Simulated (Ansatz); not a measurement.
# Relaxing an invented Na₄I structure

Computed with Ansatz 0.2.0, DFT PBE, scalar-relativistic, plane waves, PAW. Cutoff 420 eV, Gaussian smearing, Γ-centred meshes. Cell and atoms relax first on a coarse mesh and then on a finer one. In between, the cell is made exact in the group found at 0.06 Å. In metals the finer mesh still leaves noise of several meV/atom or more. The steps can't lower the symmetry of their start. No spin polarisation.

The guess for Na₄I was made by a generator: random cell by space group and Wyckoff sites (Pm-3m, No. 221). The dimensions are guesses.

```xyz
5
Lattice="5.1592 0.0000 0.0000 0.0000 5.1592 0.0000 0.0000 0.0000 5.1592" Properties=species:S:1:pos:R:3 pbc="T T T"
Na    2.5796    0.0000    0.0000
Na    0.0000    2.5796    0.0000
Na    0.0000    0.0000    2.5796
Na    0.0000    0.0000    0.0000
I     2.5796    2.5796    2.5796
```

Energies over the elements count from the elements' standard structures at the same level, with no fitted energy shifts.

Q: Which structure results?

A: The symmetry stays Pm-3m (No. 221). The volume per atom grows by 62.6 %, from 27.5 to 44.7 Å³. The shortest distance goes from 2.58 Å (Na–Na) to 3.03 Å (Na–Na). The energy falls by about 0.24 eV/atom (the start's value is from the coarse mesh). Conventional cell: a = 6.067 Å. Around Na on a site of symmetry 4/mmm lie 2 Na at 3.03 Å, 4 I at 4.29 Å and 8 Na at 4.29 Å; Na on a site of symmetry m-3m is surrounded by 6 Na at 3.03 Å; I is surrounded by 12 Na at 4.29 Å (long contacts).

```
Na I
1.0
     6.06716    0.00000    0.00000
     0.00000    6.06716    0.00000
     0.00000    0.00000    6.06716
Na I
4 1
Cartesian
  3.0336 0.0000 0.0000
  0.0000 3.0336 0.0000
  0.0000 0.0000 3.0336
  0.0000 0.0000 0.0000
  3.0336 3.0336 3.0336
```

Q: How does it come out in energy, and is it a metal?

A:

- Energy over the elements: −0.06 eV/atom
- Gap on the 6×6×6 mesh of the 5-atom cell: 0 eV (a metal)

It lies below the elements, which doesn't yet make it stable against other compounds or structures.

The last run used Gaussian smearing of 0.10 eV. Spin–orbit coupling, which can matter for I, is left out. The cell is a metal run without spin; a magnetic state may lie lower. The reference form of I is held partly by dispersion forces, which this level lacks. Symmetry constrained the relaxation, so the result can be a saddle point. In all, the 3 runs took 41 s on 1 thread of Arm Neoverse V2, on a shared host.
